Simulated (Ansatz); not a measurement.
Method: Ansatz 0.2.0, DFT PBE, scalar-relativistic, plane waves, PAW. All cells share a 420 eV cutoff and Γ-centred k meshes spaced at most about 0.3 Å⁻¹ (2π included). No spin polarisation in the final relaxations.

Temperature and zero-point effects are left out. All come from trial cells, and lower structures may exist.

Task: Which of these relaxed structures of AlB₂As₃ is the lowest in energy?
1.

```xyz
6
Lattice="3.5975 0.0000 0.0000 -1.7988 3.1156 0.0000 0.0000 0.0000 9.0578" Properties=species:S:1:pos:R:3 pbc="T T T"
Al    0.0000    2.0770    6.0627
B     0.0000    0.0000    0.1623
B     1.7988    1.0385    2.9019
As    0.0000    2.0770    8.5500
As    1.7988    1.0385    4.9864
As    0.0000    0.0000    2.2458
```

2.

```xyz
12
Lattice="3.5792 0.0000 0.0000 -1.7896 3.0997 0.0000 0.0000 0.0000 18.2539" Properties=species:S:1:pos:R:3 pbc="T T T"
Al    0.0000    2.0664    0.0341
Al    1.7896    1.0332    9.1611
B     0.0000    2.0664    5.9799
B     0.0000    2.0664   12.3275
B     1.7896    1.0332    3.2006
B     1.7896    1.0332   15.1069
As    0.0000    2.0664    2.5220
As    0.0000    2.0664    8.0692
As    0.0000    2.0664   14.4385
As    1.7896    1.0332    5.3116
As    1.7896    1.0332   11.6489
As    1.7896    1.0332   17.1961
```

3.

```xyz
6
Lattice="-1.7892 1.7892 7.8886 1.7892 -1.7892 7.8886 1.7892 1.7892 -7.8886" Properties=species:S:1:pos:R:3 pbc="T T T"
Al    0.0000    0.0000    7.8886
B     0.0000    0.0000   13.0055
B     0.0000    0.0000    2.7718
As    0.0000    1.7892    1.6076
As    1.7892    0.0000    3.9443
As    0.0000    1.7892    6.2810
```

Result: 3. It has Al and B ordered on zinc blende sites, space group I-4m2 (No. 119); the next, 1, with Al and B ordered on zinc blende sites, space group P3m1 (No. 156), lies 30 meV/atom higher. Counting As atoms around Al and B (those within 1.25 times the shortest such distance or 1.15 times the sum of covalent radii), the lowest and the next both have Al 4, B 4.

With atoms moved at random, P3m1 came back. Other cells relaxed within their symmetry can be saddle points. Some types were kept out of the candidates beforehand, so the set may lack a known form.
